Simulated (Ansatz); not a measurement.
Ba₂CuHgO₄:
```
CELL_PARAMETERS angstrom
      3.88115     0.00000     0.00000
      0.00000     3.88115     0.00000
      0.00000     0.00000     9.66047
ATOMIC_POSITIONS crystal
  Ba 0.50000 0.50000 0.69614
  Ba 0.50000 0.50000 0.30386
  Cu 0.00000 0.00000 0.50000
  Hg 0.00000 0.00000 0.00000
  O  0.00000 0.00000 0.79533
  O  0.00000 0.00000 0.20467
  O  0.00000 0.50000 0.50000
  O  0.50000 0.00000 0.50000
```

Relaxed with r²SCAN.

Task: Give the Bader charges and basin volumes of the independent atoms, r²SCAN in the plane-wave PAW code Ansatz.

Result: 

| atom | Bader charge (e) | Bader volume (Å³) |
|---|---|---|
| Ba1 | +1.55 | 24.0 |
| Cu3 | +1.03 | 10.2 |
| Hg4 | +0.67 | 31.9 |
| O5 | -1.16 | 15.9 |
| O7 | -1.24 | 11.8 |

Space group P4/mmm. The workflow started from a Materials Project entry (that database holds measured and hypothetical structures alike); the Crystallography Open Database copy checked does not list it. Whether it is the stable phase at ambient conditions was not checked. The cell was relaxed with r²SCAN under the symmetry of its start; its stability against distortions is not shown here. The run is not spin-polarised. No Hubbard U is applied. Spin–orbit coupling is left out wherever it is not named.

Potentials: the later of the program's two PAW sets.
